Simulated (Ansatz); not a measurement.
Put CaSiS₃ in Pm-3m (No. 221): Ca on 1b; Si on 1a; S on 3d. The guess for CaSiS₃ was made by a generator: perovskite family, tilts a0a0a0 (A site Ca; B site Si; X site S).

Theory: Ansatz, DFT PBE, scalar-relativistic, plane waves, PAW. Cutoff 420 eV, Γ-centred mesh, Gaussian smearing, no spin polarisation.

Energies over the elements count from the elements' standard structures at the same level, with no fitted energy shifts.

Problem. Which cell and coordinates does it relax to?

Solution.

Space group Pm-3m (No. 221). a = 4.615 Å, b = 4.615 Å, c = 4.615 Å, α = 90.00°, β = 90.00°, γ = 90.00°
```
atom  site  symmetry       x       y       z
  Ca    1b      m-3m  0.5000  0.5000  0.5000
  Si    1a      m-3m  0.0000  0.0000  0.0000
   S    3d    4/mm.m  0.5000  0.0000  0.0000
```

It has the cubic perovskite type. Ca has 12 S at 3.26 Å; Si has 6 S at 2.31 Å; around S lie 2 Si at 2.31 Å, 4 Ca at 3.26 Å and 8 S at 3.26 Å.

Problem. And its energy and gap?

Solution. The energy over the elements is −0.76 eV/atom and the gap on the 8×8×8 mesh of the 5-atom cell is 0 eV (a metal). Whether it is stable depends on the other phases of the system, which aren't compared here.

The last run used Gaussian smearing of 0.10 eV. The reference form of S is held partly by dispersion forces, which this level lacks. A structure relaxed within its symmetry needn't be a true minimum.
